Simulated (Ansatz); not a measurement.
## A plane-wave run on Bi₂Te₂S₃I₂

Input file of Ansatz 0.2.0:

```yaml
crystal:
  lattice:
    - [2.205027, 3.819217, 0.0]
    - [-2.205027, 3.819217, 0.0]
    - [0.0, 0.0, 17.548636]
  atoms:
    - { symbol: Bi, position: [0.0, 0.0, 0.19477] }
    - { symbol: Bi, position: [0.0, 0.0, 0.80523] }
    - { symbol: I, position: [0.33333, 0.33334, 0.60123] }
    - { symbol: I, position: [0.66667, 0.66666, 0.39877] }
    - { symbol: Te, position: [0.33333, 0.33334, 0.9106] }
    - { symbol: Te, position: [0.66667, 0.66666, 0.0894] }
    - { symbol: S, position: [0.33333, 0.33334, 0.29817] }
    - { symbol: S, position: [0.66667, 0.66666, 0.70183] }
    - { symbol: S, position: [0.0, 0.0, 0.5] }
  symmetry: { tolerance: 0.0003 }
kpoints:
  mp_grid: { grid: [9, 9, 2], shift: [0, 0, 0] }
  band_path:
    path:
      - [0.0, 0.0, 0.0]
      - [0.5, 0.5, 0.0]
      - [0.33333333, 0.66666667, 0.0]
      - [0.0, 0.0, 0.0]
      - [0.0, 0.0, 0.5]
      - [0.5, 0.5, 0.5]
      - [0.33333333, 0.66666667, 0.5]
      - [0.0, 0.0, 0.5]
      - [0.5, 0.5, 0.5]
      - [0.5, 0.5, 0.0]
      - [0.33333333, 0.66666667, 0.5]
    npoints: 6
magnetization:
  spin_polarized: false
scf:
  occupations: { method: fermi_dirac }
  lower_state_search: "off"
  max_iter: 200
hamiltonian:
  pseudopotentials: { kind: paw }
  xc: r2scan
basis:
  ecutwfc: 500
  fft_grid_basis: typed
output:
  forces: true
  stress: true
  eigenvalues: true
  populations: true
  elf: true
  write_potential: true
  volumetric_format: npy
  dos:
    e_range: [-12, 8]
    de: 0.05
    projected: { site_lists: { Bi: [Bi], I: [I], S: [S], Te: [Te] } }
checkpoint:
  read: saved_state
```

The run starts from an earlier solution of this cell. 

Output (shortened):

```
Warning: the atoms were moved onto the symmetric positions of the space group found under crystal.symmetry.tolerance 3.0e-4 (fractional; no operation is sought that the atoms, as they stand in a round, miss by more than twice it, and no atom is moved by as much as it), and the run uses the moved positions.
Pseudopotentials: kind: paw
Pseudopotential: Bi, paw, valence charge 15, recommended cutoff 500 eV (meta_gga), Bi.paw.azcp
Pseudopotential: I, paw, valence charge 17, recommended cutoff 500 eV (meta_gga), I.paw.azcp
Pseudopotential: Te, paw, valence charge 16, recommended cutoff 500 eV (meta_gga), Te.paw.azcp
Pseudopotential: S, paw, valence charge 6, recommended cutoff 500 eV (meta_gga), S.paw.azcp
Functional definition: r2SCAN
  exchange = r2scan_x(k0 = k0, k1 = k1, a1 = a1)
  correlation = r2scan_c
Crystal: 9 atoms, lattice volume = 295.571 Å³
Basis set: ecut = 500 eV, 7407 PW (Γ), exchange–correlation on 144×144×512 points (64 copies of the dense FFT grid, shifted against one another)
Bands: 69, of which v1, the nominal top of the filled ones, is band 57 counted from 1 (56 counted from 0)
Symmetry: 12 space group operations
Space group: P-3m1 (ITA 164), of the structure as read, at distance tolerance 2.0e-3 Å
k-points: 24 of 162
Initial density: read from a saved state, or passed on in memory by an earlier SCF of this step, an earlier step, the calling program or the single point that the run made first
Functional: x = r2scan, c = r2scan; τ floored in thin density (d = 2e-4 eV/Å³)
SCF iter   1: F=-56583.0884 eV  Δρ=8.01e-4  dr2=2.87e-3  dr2_τ=2.23e-4
SCF iter   2: F=-56583.0900 eV  Δρ=2.40e-4  dr2=2.43e-4  dr2_τ=2.20e-5
SCF iter   3: F=-56583.0901 eV  Δρ=7.92e-5  dr2=3.52e-5  dr2_τ=7.57e-7
SCF iter   4: F=-56583.0901 eV  Δρ=3.37e-5  dr2=9.43e-6  dr2_τ=1.55e-7
SCF iter   5: F=-56583.0901 eV  Δρ=9.09e-6  dr2=1.20e-6  dr2_τ=1.44e-8
SCF iter   6: F=-56583.0901 eV  Δρ=4.15e-6  dr2=2.66e-7  dr2_τ=2.62e-9
SCF iter   7: F=-56583.0901 eV  Δρ=8.07e-7  dr2=6.38e-9  dr2_τ=2.26e-10
Free energy (F): -56583.0901 eV
Harris-Foulkes:  -56583.0901 eV  (|F-HF|=4.83e-9)
Internal energy: -56582.8966 eV  (E = F + TS)
E sigma→0 (E₀):  -56582.9934 eV
Entropy (-TS):   -0.1935 eV (-21.501 meV/atom)
Fermi energy:    6.4884 eV
--- Per-component energies (eV) ---
  E_band       = -1708.3019
  E_kinetic    = 1636.5638
  E_local      = -10354.2417  (includes V_loc(G=0)·N_el)
  E_nonlocal   = 404.6210
  E_hartree    = 4928.6781
  E_xc         = -1018.4681
  E_vxc        = -1085.3831  (∫ρ·V_xc dr)
  E_paw        = -42248.3413  (= ΣΔE_a)
  E_vpaw       = -2232.3652  (= ΣTr[D̂ρ^β])
  E_aug_tail   = -0.0006  (compensation charges beyond the density's cutoff)
  E_vtau       = 65.1479  (kinetic-family band-sum trace: ∫τ·v_τ [+ j·A + Jᵃ·Aᵃ] dr)
  E_ewald      = -9933.8455
  E_core_change = 2.1376  (= ΣΔE_core)
  E_smearing   = -0.1935  (= −TS)
--- Forces (eV/Å), atoms counted from 1 ---
  atom   1  Bi     0.0000     0.0000     0.1925
  atom   2  Bi     0.0000     0.0000    -0.1925
  atom   3  I      0.0000     0.0000    -0.7913
  atom   4  I      0.0000     0.0000     0.7913
  atom   5  Te     0.0000     0.0000    -0.6068
  atom   6  Te     0.0000     0.0000     0.6068
  atom   7  S      0.0000     0.0000    -1.0095
  atom   8  S      0.0000     0.0000     1.0095
  atom   9  S      0.0000     0.0000     0.0000
--- Stress (GPa, compression-positive) ---
       -4.0524       0.0000       0.0000
        0.0000      -4.0524       0.0000
        0.0000       0.0000      -4.1866
  P = ⅓ Tr σ = -4.0971 GPa (-40.971 kbar)
--- Löwdin populations: 9 sites ---
  site symbol       q [e]
     0     Bi     14.4446
     1     Bi     14.4446
     2      I     16.6519
     3      I     16.6519
     4     Te     16.1616
     5     Te     16.1616
     6      S      6.4895
     7      S      6.4895
     8      S      6.1993
  spilling = 0.0027 (of n_electrons = 114.0000)
```

Origin: a known structure type with other elements, at an estimated volume, so it need not be a known compound. Caveats: many states at the Fermi level without spin polarisation, so a magnetic state may lie lower.
